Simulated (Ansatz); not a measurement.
Input deck for Ansatz 0.2.0, then the block of the output on the nuclei.

The cell is a computed structure from the Materials Project (it need not be an observed phase), atoms as given.

```yaml
crystal:
  lattice:
    - [3.241978, -6.317744, 0.0]
    - [3.241978, 6.317744, 0.0]
    - [0.0, 0.0, 8.709827]
  atoms:
    - { symbol: Na, position: [0.0, 0.0, 0.0] }
    - { symbol: Na, position: [0.543255, 0.456745, 0.75] }
    - { symbol: Na, position: [0.456745, 0.543255, 0.25] }
    - { symbol: Na, position: [0.0, 0.0, 0.5] }
    - { symbol: H, position: [0.626722, 0.994676, 0.379156] }
    - { symbol: H, position: [0.819003, 0.521057, 0.020965] }
    - { symbol: H, position: [0.521057, 0.819003, 0.979035] }
    - { symbol: H, position: [0.180997, 0.478943, 0.520965] }
    - { symbol: H, position: [0.180997, 0.478943, 0.979035] }
    - { symbol: H, position: [0.478943, 0.180997, 0.020965] }
    - { symbol: H, position: [0.819003, 0.521057, 0.479035] }
    - { symbol: H, position: [0.521057, 0.819003, 0.520965] }
    - { symbol: H, position: [0.994676, 0.626722, 0.879156] }
    - { symbol: H, position: [0.626722, 0.994676, 0.120844] }
    - { symbol: H, position: [0.005324, 0.373278, 0.379156] }
    - { symbol: H, position: [0.373278, 0.005324, 0.620844] }
    - { symbol: H, position: [0.005324, 0.373278, 0.120844] }
    - { symbol: H, position: [0.373278, 0.005324, 0.879156] }
    - { symbol: H, position: [0.738962, 0.015128, 0.75] }
    - { symbol: H, position: [0.994676, 0.626722, 0.620844] }
    - { symbol: H, position: [0.261038, 0.984872, 0.25] }
    - { symbol: H, position: [0.984872, 0.261038, 0.75] }
    - { symbol: H, position: [0.015128, 0.738962, 0.25] }
    - { symbol: H, position: [0.478943, 0.180997, 0.479035] }
    - { symbol: S, position: [0.6899, 0.3101, 0.25] }
    - { symbol: S, position: [0.3101, 0.6899, 0.75] }
    - { symbol: O, position: [0.861035, 0.616113, 0.926441] }
    - { symbol: O, position: [0.616113, 0.861035, 0.073559] }
    - { symbol: O, position: [0.138965, 0.383887, 0.426441] }
    - { symbol: O, position: [0.383887, 0.138965, 0.573559] }
    - { symbol: O, position: [0.138965, 0.383887, 0.073559] }
    - { symbol: O, position: [0.383887, 0.138965, 0.926441] }
    - { symbol: O, position: [0.861035, 0.616113, 0.573559] }
    - { symbol: O, position: [0.616113, 0.861035, 0.426441] }
    - { symbol: O, position: [0.908047, 0.091953, 0.75] }
    - { symbol: O, position: [0.091953, 0.908047, 0.25] }
kpoints:
  mp_grid: { grid: [4, 4, 3] }
scf:
  occupations: { method: fermi_dirac, width: 0.02 }
hamiltonian:
  xc: pbe
  pseudopotentials: { kind: paw }
output:
  forces: true
  stress: true
  populations: true
  efg:
    quadrupole_moments_barn: { Na: 0.104, H: 0.00285783, S: -0.0694, O: -0.02558 }
    contact_densities: true
```

```sh
ansatz run input.yaml --threads 1 --pin off --max-ram 2560MiB --backend cpu --events-out ev --progress --plain --runs-dir out
```

Of the output, the block on the nuclei alone is shown; the set-up, the SCF iterations, energies, forces and stress are cut. One atom of each set with nearly equal values is shown.

```
--- PAW observables at the nuclei: V_zz in 10²¹ V/m², potentials from the cell's mean, atoms counted from 1 ---
  atom   1  Na V_zz =    +0.620432   η = 0.2970   by run symmetry: allowed   C_q = +1.5602 MHz
            electrostatic potential = -974.661531 V   contact ρ = 5904.337471 e/Å³
  atom   2  Na V_zz =    +0.129627   η = 0.3257   by run symmetry: allowed   C_q = +0.3260 MHz
            electrostatic potential = -974.148094 V   contact ρ = 5904.328079 e/Å³
  atom   5  H  V_zz =    +3.183045   η = 0.1314   by run symmetry: allowed   C_q = +0.2200 MHz
            electrostatic potential = -33.468024 V   contact ρ = 2.844180 e/Å³
  atom   6  H  V_zz =    +3.265626   η = 0.1236   by run symmetry: allowed   C_q = +0.2257 MHz
            electrostatic potential = -33.463211 V   contact ρ = 2.867842 e/Å³
  atom  19  H  V_zz =    +3.542232   η = 0.1097   by run symmetry: allowed   C_q = +0.2448 MHz
            electrostatic potential = -33.284860 V   contact ρ = 2.908563 e/Å³
  atom  25  S  V_zz =    -1.953385   η = 0.0333   by run symmetry: allowed   C_q = +3.2779 MHz
            electrostatic potential = -1628.475593 V   contact ρ = 19765.859335 e/Å³
  atom  27  O  V_zz =   -13.895818   η = 0.8194   by run symmetry: allowed   C_q = +8.5949 MHz
            electrostatic potential = -615.186872 V   contact ρ = 2155.124995 e/Å³
  atom  35  O  V_zz =   -14.620390   η = 0.8331   by run symmetry: allowed   C_q = +9.0430 MHz
            electrostatic potential = -614.955720 V   contact ρ = 2155.201235 e/Å³
```

The lattice is static: at room temperature water may turn and average the couplings of its hydrogen.
